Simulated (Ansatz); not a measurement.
# Cs2HfF6 squeezed and stretched

A database entry relaxed whole under r2SCAN (P-3m1):

```yaml
crystal:
  lattice:
    - [6.38436, 0.00000, 0.00000]
    - [-3.19218, 5.52901, 0.00000]
    - [0.00000, 0.00000, 4.98147]
  atoms:
    - { symbol: Cs, position: [0.33333, 0.66667, 0.69664] }
    - { symbol: Cs, position: [0.66667, 0.33333, 0.30336] }
    - { symbol: Hf, position: [0.00000, 0.00000, 0.00000] }
    - { symbol: F, position: [0.15135, 0.84865, 0.22230] }
    - { symbol: F, position: [0.15135, 0.30269, 0.22230] }
    - { symbol: F, position: [0.69731, 0.84865, 0.22230] }
    - { symbol: F, position: [0.84865, 0.15135, 0.77770] }
    - { symbol: F, position: [0.30269, 0.15135, 0.77770] }
    - { symbol: F, position: [0.84865, 0.69731, 0.77770] }
```

The cell was scaled uniformly, its shape held, and the atoms relaxed at each volume with plane-wave PAW DFT (Ansatz 0.2.0; r2SCAN, 500 eV, 6×6×6 Γ-centred mesh, fermi-dirac occupations of width 0.020 eV; no spin, no spin-orbit coupling). One row is withheld.

| volume (Å³/atom) | energy over the lowest (meV/atom) | pressure (GPa) | gap over mesh and path (eV) |
| --- | --- | --- | --- |
| 18.366 | 6.4 | 1.89 | 8.35 |
| 18.756 | 2.7 | 1.17 | 8.33 |
| 19.147 | 0.6 | 0.53 | 8.30 |
| 19.538 | 0.0 | -0.02 | 8.27 |
| 19.929 | ? | ? | ? |
| 20.320 | 2.3 | -0.88 | 8.15 |
| 20.710 | 4.9 | -1.25 | 8.06 |

Problem. Fit the pressures of the other rows to the third-order Birch-Murnaghan form.

Solution. With f = [(V₀/V)^(2/3) − 1]/2 and P = 3B₀f(1 + 2f)^(5/2)[1 + 3(B₀′ − 4)f/2], least squares gives V₀ = 19.53 Å³ an atom, B₀ = 25.4 GPa and B₀′ = 6.3; the rows miss the fit by 0.01 GPa. The slope of the energies differs from these pressures by less than 0.05 GPa.

Problem. How does the gap move with volume?

Solution. A parabola in ln(V/V₀) through the other rows has the slope dE_g/d ln V = -2.4 eV at V₀, so by B₀ the gap moves by +95 meV a GPa at this fixed shape: it widens under pressure.

Problem. What does the withheld row hold?

Solution. The fit gives -0.48 GPa at 19.929 Å³; the run gave -0.47 GPa and 0.6 meV an atom. Its gap is 8.22 eV, against 8.21 eV from the parabola.

Caveats: the shape of the cell was held, so B₀ is an upper bound where the axes differ in stiffness; 0 K, fixed nuclei; the symmetry was kept, and this need not be the phase that is stable at 0 K; one mesh for all volumes; r2SCAN gaps lie as a rule under measured ones; the slope of the gap can be off by tens of per cent, more where shallow d levels or spin-orbit coupling act on the edges; pressure is positive in compression.
